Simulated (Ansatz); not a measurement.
A trial cell of CsNbCl₂, before relaxation:

```
Cs Nb Cl
1.0
     5.14517    0.00000    0.00000
    -2.57259    4.45585    0.00000
     0.00000    0.00000   12.89676
Cs Nb Cl
2 2 4
Direct
  0.00000 0.00000 0.76901
  0.00000 0.00000 0.23099
  0.33333 0.66667 0.00000
  0.66667 0.33333 0.00000
  0.50000 0.00000 0.00000
  0.00000 0.50000 0.00000
  0.50000 0.50000 0.00000
  0.00000 0.00000 0.50000
```

These are results of DFT PBE, scalar-relativistic, plane waves, PAW in Ansatz 0.2.0, not measurements. Cutoff 420 eV, Gaussian smearing, Γ-centred meshes. Cell and atoms relax first on a coarse mesh and then on a finer one. In between, the cell is made exact in the group found at 0.06 Å. In metals the finer mesh still leaves noise of several meV/atom or more. The steps can't lower the symmetry of their start. No spin polarisation.

A guess keeps its type if space group and coordination stay and the shape of the cell changes little (axis ratios within about 15 %, angles within 6°); the volume may change.

Question: Will the relaxed cell still be of the starting type?

Answer: It doesn't keep its type. The symmetry stays P6/mmm (No. 191). The volume per atom grows by 114.3 %, from 37.0 to 79.2 Å³. The shortest distance goes from 1.49 Å (Nb–Cl) to 2.31 Å (Nb–Cl). The ratio c/a of the conventional cell changes by a factor of 0.57. Counting neighbours within 15 % of an atom's shortest distance, the start has Cl 2, Cs 7, Nb 3 and the end Cl 2, Cs 1, Nb 3. In detail, at the end around Cs lies 1 Cl at 3.08 Å; around Nb lie 3 Cl at 2.31 Å; Cl on a site of symmetry mmm is surrounded by 2 Nb at 2.31 Å; 1 more site not described.

```cif
data_structure
_symmetry_space_group_name_H-M 'P6/mmm'
_symmetry_Int_Tables_number 191
_cell_length_a 7.9926
_cell_length_b 7.9926
_cell_length_c 11.4543
_cell_angle_alpha 90.000
_cell_angle_beta 90.000
_cell_angle_gamma 120.000
_cell_volume 633.69
loop_
_atom_site_label
_atom_site_type_symbol
_atom_site_symmetry_multiplicity
_atom_site_Wyckoff_symbol
_atom_site_fract_x
_atom_site_fract_y
_atom_site_fract_z
_atom_site_occupancy
Cs1 Cs 2 e 0.00000 0.00000 0.76916 1
Nb1 Nb 2 c 0.33333 0.66667 0.00000 1
Cl1 Cl 3 f 0.50000 0.00000 0.00000 1
Cl2 Cl 1 b 0.00000 0.00000 0.50000 1
```

The last run used a 6×6×4 mesh (in the run's order of axes) for its 8-atom cell and Gaussian smearing of 0.10 eV. Weakly bound directions are ill-defined at this level, which has no dispersion term. A structure relaxed within its symmetry needn't be a true minimum.
